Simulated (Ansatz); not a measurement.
Consider the following.

Au:
Space group Fd-3m, origin choice 1 (No. 227); a = 6.027 Å, b = 6.027 Å, c = 6.027 Å, α = 90.00°, β = 90.00°, γ = 90.00°

| atom | site | symmetry | x | y | z |
|---|---|---|---|---|---|
| Au | 8b | -43m | 0.5000 | 0.5000 | 0.5000 |
(The calculation used a cell of 2 atoms; values per cell refer to that cell.)

This is the PBEsol-relaxed structure.

All from PBEsol in the plane-wave PAW code Ansatz, unless another level is named. Estimate the density of states at the Fermi level.

0.42 states/eV per atom (mean over ±0.08 eV).

Predict the gap with spin–orbit coupling.

none (metallic).

The start of the workflow was typed in or built on a structure type; neither database checked (COD, Materials Project) lists it. It is not the phase usual at ambient conditions (space group No. 225). The PBEsol relaxation kept the symmetry of its start. At this level the phase is mechanically unstable. Spin–orbit coupling is left out wherever it is not named.

Potentials: the later of the program's two PAW sets.
